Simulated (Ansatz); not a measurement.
Given:

AlP:
```cif
data_Al3P3
_chemical_formula_sum 'Al3 P3'
_space_group_name_H-M_alt 'P 1'
_space_group_IT_number 1
_cell_length_a 3.82094
_cell_length_b 3.82094
_cell_length_c 8.63262
_cell_angle_alpha 90.000
_cell_angle_beta 90.000
_cell_angle_gamma 120.000
loop_
_space_group_symop_operation_xyz
  'x, y, z'
loop_
_atom_site_label
_atom_site_type_symbol
_atom_site_fract_x
_atom_site_fract_y
_atom_site_fract_z
_atom_site_occupancy
Al1 Al 0.50000 0.00000 0.50000 1
Al2 Al 0.00000 0.50000 0.16667 1
Al3 Al 0.50000 0.50000 0.83333 1
P1 P 0.50000 0.00000 0.00000 1
P2 P 0.00000 0.50000 0.66667 1
P3 P 0.50000 0.50000 0.33333 1
```

This is the PBEsol-relaxed structure.

**Question.** All from PBEsol (plane waves, PAW; program Ansatz), unless another level is named. Predict the static dielectric constant ε0 (ions relaxed, cell fixed).

**Answer.** 21.8 (xx = yy), 18.0 (zz).

**Question.** And the Born charges (a third of the trace)?

**Answer.** Al +2.70, P -2.70 e.

**Question.** Next, the electronic dielectric constant ε∞ (DFPT)?

**Answer.** 12.6 (xx = yy), 14.0 (zz).

Space group P6_222. The start of the workflow was typed in or built on a structure type; neither database checked (COD, Materials Project) lists it. It is not the phase usual at ambient conditions (space group No. 216). The cell was relaxed with PBEsol under the symmetry of its start; its stability against distortions is not shown here.

Potentials: the earlier of the program's two PAW sets. The files were generated under PBE; for other functionals the program regenerates the frozen cores, and for LDA and PBEsol the local potential too.
